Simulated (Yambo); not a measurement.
G0W0@LDA for Mg2FeH6 (space group Fm-3m, No. 225) in Yambo. Reference settings: 4×4×4 Γ-centred k mesh, bands 13 to 126 and a 8 Ry block in the screening, 126 bands in G with the Bruneval-Gonze terminator, plasmon pole fitted at 27.2 eV. The LDA gap W → X on this mesh is 1.71 eV; G0W0 gaps are taken between the same points.

```
change from the reference                                G0W0 gap W → X (eV)  shift of the valence edge (eV)
-------------------------------------------------------  -------------------  ------------------------------
reference settings                                                      2.80                           -0.03
34 bands in W, 34 bands in G, 2 Ry block                                3.45                            0.00
34 bands in W, 34 bands in G, 3 Ry block                                3.11                            0.16
73 bands in W, 73 bands in G, 2 Ry block                                3.38                           -0.12
52 bands in W, 52 bands in G                                            2.80                            0.14
52 bands in W, 52 bands in G, 3 Ry block                                   …                            0.05
34 bands in W, 34 bands in G, no terminator                             2.85                            0.58
34 bands in W, 34 bands in G, 3 Ry block, no terminator                    …                            0.38
```

Problem. Estimate the withheld gaps from the other rows; the computed values follow.

Solution. 
- 52 bands in W, 52 bands in G, 3 Ry block, G0W0 gap W → X (eV): 3.06
- 34 bands in W, 34 bands in G, 3 Ry block, no terminator, G0W0 gap W → X (eV): 3.14

The reference isn't shown to be the converged limit.

Geometry of the Materials Project entry, not relaxed at this level; primitive cell a = b = c = 4.4937 Å, α = β = γ = 60.00°.

The runs are not spin-polarised; magnetic order was not tried.

A shift is the quasiparticle energy of the state minus its LDA energy.
